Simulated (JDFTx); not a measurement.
```yaml
surface: Al(111)
bulk: Al, Fm-3m, lattice of mp-134 (not re-optimised)
slab: 6 atoms in 6 planes, 1x1, 11.7 Å between the outermost planes
in-plane cell: 2.856 × 2.856 Å, 7.06 Å²
cell_height: 27.7 Å
sampling: 8×8×1 k mesh, Fermi smearing 0.01 Ha, no spin polarisation
```

Computed with a modified build of JDFTx: PBE, GBRV ultrasoft potentials, plane waves to 20/100 Ha. Liquid: linear PCM (GLSSA13), water, 0.5 M KCl. Between zero charge and -0.29 V from it the run gives σ = -4.3 μC/cm², a mean capacitance of 14.6 μF/cm². The liquid has ε = 78.4, a 1:1 salt at 0.5 M with linear (Debye) response, and T = 298 K.

A calculation by hand: the Debye length, the diffuse-layer capacitance, and the inner capacitance that is left when the two stand in series.

Each ion has density c = 0.5 × 6.022×10⁻⁴ = 3.011e-04 Å⁻³. λ² = ε kT / (8π (e²/4πε₀) c) with kT = 0.02568 eV and e²/4πε₀ = 14.40 eV Å gives λ = 4.30 Å; the log prints 4.30 Å. C_diffuse = ε₀ε/λ = 161 μF/cm². Then 1/C_inner = 1/14.6 − 1/161, so C_inner = 16.1 μF/cm², which equals a vacuum gap of ε₀/C_inner = 0.55 Å. The diffuse layer takes 9 % of the potential drop; the rest lies between the electrode's charge and the onset of the dielectric, with the electrode's own (quantum) capacitance in it. The split is a model: in the calculation solvent and ions share one smooth cavity.
